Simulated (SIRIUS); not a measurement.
Set-up for a self-consistent single point of WS₂ (R3m, 3 atoms in the cell; from Materials Project mp-9813, changed as shown).

```yaml
crystal:
  lattice:
    - [1.60755, 0.92812, 6.55141]
    - [-1.60755, 0.92812, 6.55141]
    - [0.00000, -1.85624, 6.55141]
  atoms:
    - { symbol: W, position: [0.00067, 0.00067, 0.00067] }
    - { symbol: S, position: [0.41411, 0.41411, 0.41411] }
    - { symbol: S, position: [0.25392, 0.25392, 0.25392] }
```

Computed with SIRIUS with LDA (PW92), FP-LAPW (LAPW with two local orbitals a valence shell; core below -3 Ha), all-electron full potential with ZORA scalar-relativistic valence and Dirac core.

SIRIUS settings:

* **parameters.ngridk**: 6 6 6
* **basis**: LAPW with two local orbitals a valence shell, core below -3 Ha
* **unit_cell.atom_type_rmt**: {W: 2.34, S: 2.02} bohr
* **parameters.xc_functionals**: [XC_LDA_X, XC_LDA_C_PW]
* **parameters.aw_cutoff**: 7
* **parameters.pw_cutoff**: 20 1/bohr
* **parameters.smearing**: fermi_dirac
* **parameters.smearing_width**: 0.000734986 Ha
* **parameters.electronic_structure_method**: full_potential_lapwlo
* **parameters.lmax_apw**: 8
* **parameters.lmax_rho**: 8
* **parameters.lmax_pot**: 8
* **parameters.auto_rmt**: 0
* **parameters.num_fv_states**: 24
* **parameters.num_mag_dims**: 0
* **parameters.num_dft_iter**: 100
* **parameters.energy_tol**: 1e-07 Ha
* **parameters.density_tol**: 1e-06
* **mixer.type**: anderson
* **mixer.beta**: 0.2
* **mixer.use_hartree**: false

**Question.** Estimate, at this level of theory: gap on the k-point mesh and largest force (vector length).

**Answer.** The run gave:

```
Item                               Result
-----------------------------  ----------
Gap on the k-point mesh           1.18 eV
Largest force (vector length)  0.756 eV/Å
```

Gaps are taken between levels on the mesh.

For comparison: a first run was changed to give this one (lattice scaled by 1.02), and from it to this one the free energy rises by 30.0 meV/atom, the largest force goes from 0.280 to 0.756 eV/Å and the gap on the mesh goes from 1.163 to 1.182 eV.

Spin-orbit coupling is left out, which matters for bands and gaps with elements this heavy. The structure comes from a collection of computed structures, made at another level of theory; the collection holds predicted forms beside known ones. Its lattice was then scaled. Values depend on the basis (sphere radii, cutoffs, local orbitals), which need not be converged.

Cost on one core: roughly 70 core-seconds.
